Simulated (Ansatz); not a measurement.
Ag₂O, in the lowest among the structures calculated here: Pn-3m, origin choice 1 (No. 224), cP6; a = b = c = 4.707 Å, α = β = γ = 90.00°; Ag 4c (0.750, 0.750, 0.750); O 2a (0.000, 0.000, 0.000). Calculation: PBEsol (plane waves to 420 eV, PAW, scalar-relativistic; Ansatz, an electronic-structure program). Element references, the lowest calculated here: Ag (Fm-3m), O (C2/m, ferromagnetic, forced by one molecule a cell; α-O2 is antiferromagnetic); gases are represented by their molecular solids.

Q: Estimate the formation energy of this Pn-3m form of Ag2O from the elements that PBEsol returns for this input.

A: -0.04 eV/atom.

Static energies, no anion corrections, no zero-point energy. Values are rounded to 0.01 eV/atom. The compounds carry no spin polarisation. The d or f electrons are treated with no Hubbard U.
